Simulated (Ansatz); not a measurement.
MgCdTe2:
```cif
data_CdMgTe2
_chemical_formula_sum 'Mg1 Cd1 Te2'
_space_group_name_H-M_alt 'P 1'
_space_group_IT_number 1
_cell_length_a 7.89983
_cell_length_b 7.89983
_cell_length_c 7.89983
_cell_angle_alpha 33.672
_cell_angle_beta 33.672
_cell_angle_gamma 33.672
loop_
_space_group_symop_operation_xyz
  'x, y, z'
loop_
_atom_site_label
_atom_site_type_symbol
_atom_site_fract_x
_atom_site_fract_y
_atom_site_fract_z
_atom_site_occupancy
Mg1 Mg 0.49925 0.49925 0.49925 1
Cd1 Cd 0.00038 0.00038 0.00038 1
Te1 Te 0.12619 0.12619 0.12619 1
Te2 Te 0.62420 0.62420 0.62420 1
```

Relaxed with PBEsol. The program Ansatz at the PBEsol level (PAW) gives a gap of 1.28 eV.

Q: What gap does HSE06 give on the same cell (Ansatz, PAW)?

A: 2.25 eV, 0.97 eV more. The hybrid was solved on a coarser mesh and at special points; its gap is the smallest among all of these.

```json
[
 {"k": "Γ", "v1 PBEsol": "0.00", "c1 PBEsol": "1.28", "v1 HSE06": "0.00", "c1 HSE06": "2.25"},
 {"k": "T", "v1 PBEsol": "-0.17", "c1 PBEsol": "2.20", "v1 HSE06": "___", "c1 HSE06": "___"},
 {"k": "L", "v1 PBEsol": "-1.10", "c1 PBEsol": "3.13", "v1 HSE06": "-1.17", "c1 HSE06": "4.00"},
 {"k": "F", "v1 PBEsol": "-0.66", "c1 PBEsol": "2.17", "v1 HSE06": "___", "c1 HSE06": "___"},
 {"k": "S0", "v1 PBEsol": "-1.18", "c1 PBEsol": "3.08", "v1 HSE06": "___", "c1 HSE06": "___"},
 {"k": "H0", "v1 PBEsol": "-1.20", "c1 PBEsol": "3.10", "v1 HSE06": "___", "c1 HSE06": "___"}
]
```

Q: Top valence (v1) and lowest conduction level (c1) in eV from each method's valence maximum (which need not be a listed point): supply the withheld HSE06 values.

A: 
- T, v1 HSE06: -0.17
- T, c1 HSE06: 3.15
- F, v1 HSE06: -0.71
- F, c1 HSE06: 3.07
- S0, v1 HSE06: -1.26
- S0, c1 HSE06: 3.96
- H0, v1 HSE06: -1.28
- H0, c1 HSE06: 3.98

Cost on shared cores: the PBEsol run (SCF on a 7×7×7 mesh, then bands and DOS) around 2.4 core-minutes (rough), the HSE06 run (SCF on 5×5×5, then a few points) very roughly 14 core-minutes; the tasks are unlike.

Space group R3m. The workflow started from a Materials Project entry (that database holds measured and hypothetical structures alike); the Crystallography Open Database copy checked does not list it. With Mg and Cd taken as one species the cell has the higher symmetry F-43m, so it may be an ordered model of a mixed-site phase. Its standing as an ambient phase is unchecked. Symmetry was held in the PBEsol relaxation; whether a distortion lowers the energy is not shown. Scalar-relativistic: spin–orbit coupling is off unless named, which matters more the heavier the elements.

Potentials: the later of the program's two PAW sets.
